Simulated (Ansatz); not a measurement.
Se:
```
Se
1.0
    4.06629     0.00000     0.00000
   -2.03315     3.52151     0.00000
    0.00000     0.00000     5.13045
Se
3
Cartesian
  1.00569   0.00000   4.27537
 -0.50285   0.87096   0.85507
  1.53030   2.65056   2.56522
```

Relaxed with PBE+D3(BJ).

Task: Which orbitals make up the states near the band edges in PBE+D3(BJ) (plane waves, PAW; program Ansatz)?

Result: Top 1 eV of the valence band: Se 4p 94 %. Bottom 1 eV of the conduction band: Se 4p 90 %, Se 4s 6 %. Projections are on Löwdin-orthogonalised atomic valence shells; empty p or d shells of many metals are not among them.

Task: Tabulate the density of states.

Result: States/eV per cell of 3 atoms, in 0.25 eV bins, energy from the valence-band maximum.

```csv
E (eV),total,Se 4p,Se 4s
-7.85,0.00,0.00,0.00
-7.60,0.00,0.00,0.00
-7.35,0.00,0.00,0.00
-7.10,0.00,0.00,0.00
-6.85,0.00,0.00,0.00
-6.60,0.00,0.00,0.00
-6.35,0.10,0.10,0.00
-6.10,0.78,0.76,0.01
-5.85,1.42,1.38,0.03
-5.60,2.02,1.96,0.04
-5.35,2.51,2.45,0.05
-5.10,3.45,3.34,0.10
-4.85,2.37,2.27,0.09
-4.60,1.86,1.76,0.09
-4.35,1.49,1.40,0.09
-4.10,1.65,1.53,0.10
-3.85,2.83,2.65,0.16
-3.60,2.23,2.07,0.14
-3.35,1.38,1.27,0.09
-3.10,1.10,1.01,0.08
-2.85,1.00,0.93,0.06
-2.60,1.13,1.05,0.06
-2.35,1.89,1.77,0.10
-2.10,2.10,1.98,0.10
-1.85,3.57,3.38,0.14
-1.60,3.09,2.92,0.12
-1.35,2.50,2.36,0.10
-1.10,2.77,2.63,0.10
-0.85,2.21,2.10,0.08
-0.60,1.45,1.37,0.06
-0.35,0.85,0.79,0.05
-0.10,0.24,0.22,0.01
0.15,0.00,0.00,0.00
0.40,0.00,0.00,0.00
0.65,0.01,0.01,0.00
0.90,0.19,0.17,0.01
1.15,2.41,2.17,0.15
1.40,3.49,3.14,0.19
1.65,2.48,2.24,0.12
1.90,2.10,1.92,0.07
2.15,2.99,2.76,0.07
2.40,3.15,2.91,0.06
2.65,2.18,2.02,0.04
2.90,1.88,1.75,0.03
3.15,1.18,1.10,0.02
3.40,0.86,0.81,0.01
3.65,0.69,0.66,0.01
3.90,0.35,0.33,0.01
4.15,0.05,0.05,0.00
4.40,0.00,0.00,0.00
4.65,0.17,0.01,0.00
4.90,0.38,0.02,0.00
5.15,0.61,0.04,0.00
```

Space group P3_121 (trigonal Se type). The PBE+D3(BJ) relaxation kept the symmetry of its start. Spin–orbit coupling is left out wherever it is not named.

Potentials: the later of the program's two PAW sets.
